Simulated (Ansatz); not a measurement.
Ansatz input

```yaml
crystal:
  lattice:
    - [0.0, 2.3230155675, 2.3230155675]
    - [2.3230155675, 0.0, 2.3230155675]
    - [2.3230155675, 2.3230155675, 0.0]
  atoms:
    - { symbol: Sc, position: [0.0, 0.0, 0.0] }
hamiltonian:
  xc: blyp
  pseudopotentials:
    kind: paw
    azcp:
      Sc: "pseudopotentials/Sc.paw.azcp"
basis:
  ecutwfc: 420
  fft_grid_basis: typed
kpoints:
  mp_grid: { grid: [19, 19, 19], shift: [0, 0, 0] }
magnetization:
  spin_polarized: false
scf:
  occupations: { method: fermi_dirac, width: 0.1 }
output:
  write_density: true
  write_potential: true
  elf: true
  volumetric_format: npy
```

and its output:

```
Engine: ansatz 0.2.0, x86_64-unknown-linux-gnu
Pseudopotentials: kind: paw
Pseudopotential: Sc, paw, valence charge 11, recommended cutoff 420 eV (normal) 
Functional definition: BLYP
  parameter beta = 0.0042
  parameter a = 0.04918
  parameter b = 0.132
  parameter c = 0.2533
  parameter d = 0.349
  exchange = b88_x(beta = beta)
  correlation = lyp_c(a = a, b = b, c = c, d = d)
Crystal: 1 atoms, lattice volume = 25.072 Å³
Basis set: ecut = 420 eV, 531 PW (Γ), exchange–correlation on 48×48×48 points (8 copies of the dense FFT grid, shifted against one another)
Bands: 10, of which v1, the nominal top of the filled ones, is band 6 counted from 1 (5 counted from 0)
Symmetry: 48 space group operations
Space group: Fm-3m (ITA 225), of the structure as read, at distance tolerance 2.9e-5 Å
k-points: 220 of 6859
Non-local potential: Sc, projectors of the file, l = 0: 3, l = 1: 2, l = 2: 3, l = 3: 1
PAW form: soft (Blöchl's): semilocal exchange-correlation on the pseudo side does not see the compensation charge
PAW frozen core: Sc, regenerated for the run's functional, and the local potential with it (the file was generated under x = pbe(κ = 0.804, μ = 0.2195149727645171), c = pbe(β = 0.06672455060314922))
PAW one-centre angular grid: Sc, 590 points (default); XC on 64 Gauss nodes
Initial density: superposition of atomic densities (neutral atoms: chi_scale 0, normalization atom), corrected by the library's trained network
Initial wavefunctions: pseudopotential atomic-orbital guess
Functional: x = b88, c = lyp
SCF iter   1: F=—  HF=-2141.776045 eV  |F-HF|=—  |Δ(HF+E_count)|=         —  Δρ=8.54e-3  dr2=2.42e-2  ethr=1.77e-3  ⟨swp⟩=4.2  Hψ=11487  notcnv=0
SCF iter   2: F=—  HF=-2141.770222 eV  |F-HF|=—  |Δ(HF+E_count)|=   5.82e-3  Δρ=3.71e-3  dr2=4.79e-3  ethr=2.20e-4  ⟨swp⟩=2.0  Hψ=4745  notcnv=0
SCF iter   3: F=—  HF=-2141.769419 eV  |F-HF|=—  |Δ(HF+E_count)|=   8.03e-4  Δρ=7.09e-4  dr2=1.19e-4  ethr=4.35e-5  ⟨swp⟩=2.2  Hψ=2897  notcnv=0
SCF iter   4: F=—  HF=-2141.769477 eV  |F-HF|=—  |Δ(HF+E_count)|=   5.83e-5  Δρ=9.74e-5  dr2=2.26e-6  ethr=1.08e-6  ⟨swp⟩=2.5  Hψ=3089  notcnv=0
SCF iter   5: F=—  HF=-2141.769480 eV  |F-HF|=—  |Δ(HF+E_count)|=   3.10e-6  Δρ=1.09e-5  dr2=3.42e-8  ethr=2.06e-8  ⟨swp⟩=3.0  Hψ=3690  notcnv=0
SCF iter   6: F=-2141.769480 eV  HF=-2141.769480 eV  |F-HF|=3.08e-10  |Δ(HF+E_count)|=   8.87e-9  Δρ=1.90e-6  dr2=1.09e-9  ethr=3.11e-10  ⟨swp⟩=1.0  Hψ=6856  notcnv=0
SCF 1 converged in 6 iterations: F = -2141.769480 eV  dr2 = 1.09e-9
SCF converged after 6 iterations
Free energy (F): -2141.769480 eV
Harris-Foulkes:  -2141.769480 eV  (|F-HF|=3.08e-10)
Internal energy: -2141.704928 eV  (E = F + TS)
E sigma→0 (E₀):  -2141.737204 eV
Entropy (-TS):   -0.064552 eV (-64.552 meV/atom)
Fermi energy:    9.567862 eV
--- Per-component energies (eV) ---
  E_band       = -165.865014
  E_kinetic    = 260.534836
  E_local      = -853.769730  (includes V_loc(G=0)·N_el)
  E_nonlocal   = 84.240119
  E_hartree    = 292.736233
  E_xc         = -102.118562
  E_vxc        = -126.288805  (∫ρ·V_xc dr)
  E_paw        = -963.636648  (= ΣΔE_a)
  E_vpaw       = -116.052849  (= ΣTr[D̂ρ^β])
  E_aug_tail   = 0.000012  (compensation charges beyond the density's cutoff)
  E_ewald      = -859.708724
  E_core_change = 0.017536  (= ΣΔE_core)
  E_smearing   = -0.064552  (= −TS)
  E_closure    = 0.000000  (closes the sum)
  Σ components = -2141.769480   (vs F -2141.769480, Δ=0.00e0)
--- Band table (eV; the first three rows and the last of 220) ---
  k-point 0: bands = ["-39.8552", "-18.3604", "-18.3604", "-18.3604", "4.5160", "11.0232", "11.0232", "11.0232", "12.3456", "12.3456"]
  k-point 1: bands = ["-39.8537", "-18.3708", "-18.3618", "-18.3618", "4.5853", "10.9737", "11.0490", "11.0490", "12.3277", "12.3277"]
  k-point 2: bands = ["-39.8494", "-18.4008", "-18.3657", "-18.3657", "4.7901", "10.8357", "11.1172", "11.1172", "12.2858", "12.2858"]
  k-point 219: bands = ["-39.7817", "-18.6104", "-18.5960", "-18.4952", "8.9398", "9.6484", "9.8461", "11.9340", "13.3946", "16.1414"]
```

Command:

```sh
ansatz run input.yaml --threads 2 --pin off --max-ram 5120MiB --backend cpu --events-out ev --progress --plain --runs-dir out
```

On 2 threads of Intel(R) Xeon(R) Platinum 8488C (Sapphire Rapids) (shared host) this took about 2.5 s of wall time and 4 s of CPU time.
